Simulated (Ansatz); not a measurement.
Input and command of a calculation in Ansatz (plane waves; scalar-relativistic PAW potentials unless the input names others):

```yaml
crystal:
  lattice:
    - [2.9925736898, 0.0, 0.0]
    - [-1.4962868449, 2.591644838, 0.0]
    - [0.0, 0.0, 4.6373162797]
  atoms:
    - { symbol: Al, position: [0.6666666667, 0.3333333333, 0.75] }
    - { symbol: Al, position: [0.3333333333, 0.6666666667, 0.25] }
basis:
  ecutwfc: 420
kpoints:
  mp_grid: { grid: [12, 12, 7] }
hamiltonian:
  xc: pbesol
scf:
  occupations: { method: gaussian, width: 0.15 }
output:
  forces: true
  eigenvalues: true
  stress: true
```

```bash
ansatz run input.yaml --threads 2 --pin off --max-ram 5120MiB --backend cpu --events-out ev --progress --plain --runs-dir out
```

Abridged log:
```
Pseudopotentials: kind: paw
Pseudopotential: Al, paw, valence charge 3, recommended cutoff 420 eV (normal)
Functional definition: PBEsol
Crystal: 2 atoms, lattice volume = 35.966 Å³
Basis set: ecut = 420 eV, 687 PW (Γ), exchange–correlation on 48×48×64 points (8 copies of the dense FFT grid, shifted against one another)
Bands: 7, of which v1, the nominal top of the filled ones, is band 3 counted from 1 (2 counted from 0)
Symmetry: 24 space group operations
Space group: P63/mmc (ITA 194), of the structure as read, at distance tolerance 3.3e-5 Å
k-points: 76 of 1008
Initial density: superposition of atomic densities (neutral atoms: chi_scale 0, normalization atom), corrected by the library's trained network
Initial wavefunctions: pseudopotential atomic-orbital guess
Functional: x = pbesol(κ = 0.804, μ = 0.12345679), c = pbesol(β = 0.046)
SCF iter   1: F=—  HF=-1048.956437 eV  |F-HF|=—  |Δ(HF+E_count)|=         —  Δρ=2.01e-3  dr2=1.85e-3  ethr=1.77e-3  ⟨swp⟩=5.1  Hψ=4289  notcnv=0
SCF iter   2: F=—  HF=-1048.956163 eV  |F-HF|=—  |Δ(HF+E_count)|=   2.73e-4  Δρ=1.24e-3  dr2=7.26e-4  ethr=3.09e-5  ⟨swp⟩=1.0  Hψ=1142  notcnv=0
SCF iter   3: F=—  HF=-1048.955932 eV  |F-HF|=—  |Δ(HF+E_count)|=   2.31e-4  Δρ=4.63e-5  dr2=4.99e-7  ethr=1.21e-5  ⟨swp⟩=2.0  Hψ=712  notcnv=0
SCF iter   4: F=—  HF=-1048.955914 eV  |F-HF|=—  |Δ(HF+E_count)|=   1.80e-5  Δρ=7.46e-6  dr2=2.13e-8  ethr=8.32e-9  ⟨swp⟩=2.1  Hψ=752  notcnv=0
SCF iter   5: F=-1048.955914 eV  HF=-1048.955914 eV  |F-HF|=5.00e-11  |Δ(HF+E_count)|=   1.04e-8  Δρ=1.45e-6  dr2=5.02e-10  ethr=3.56e-10  ⟨swp⟩=2.0  Hψ=748  notcnv=0
SCF iter   6: F=-1048.955914 eV  HF=-1048.955914 eV  |F-HF|=2.27e-13  |Δ(HF+E_count)|=  8.57e-11  Δρ=4.88e-8  dr2=9.55e-13  ethr=8.36e-12  ⟨swp⟩=1.6  Hψ=1799  notcnv=0
SCF 1 converged in 6 iterations: F = -1048.955914 eV  dr2 = 9.55e-13
SCF converged after 6 iterations
Free energy (F): -1048.955914 eV
Harris-Foulkes:  -1048.955914 eV  (|F-HF|=2.27e-13)
Internal energy: -1048.943771 eV  (E = F + TS)
E sigma→0 (E₀):  -1048.949842 eV
Entropy (-TS):   -0.012143 eV (-6.071 meV/atom)
Fermi energy:    6.986696 eV
--- Forces (eV/Å), atoms counted from 1 ---
  atom   1  Al     0.00000000     0.00000000     0.00000000
  atom   2  Al     0.00000000     0.00000000     0.00000000
--- Stress (GPa, compression-positive) ---
       -6.738183       0.000000       0.000000
        0.000000      -6.738183       0.000000
        0.000000       0.000000      -3.963721
  P = ⅓ Tr σ = -5.8134 GPa (-58.134 kbar)
```

Apart from outputs and empty bands, the input differs from a reference run on usual settings in kpoints.mp_grid.grid: [24, 24, 14] → [12, 12, 7]. The reference, at the same geometry (not necessarily relaxed), gave pressure -5.95 GPa, largest force 0.000 eV/Å, no gap on the mesh. This run converged in 6 SCF iterations (reference: 6) with an energy at zero smearing 1.62 meV/atom below the reference's, pressure -5.81 GPa, largest force 0.000 eV/Å, no gap on the mesh. Its k mesh is looser than usual, and the result moved.

Time: 1.7 s on 2 threads of AMD EPYC (Zen 3), on a shared host, peak memory 0.3 GiB.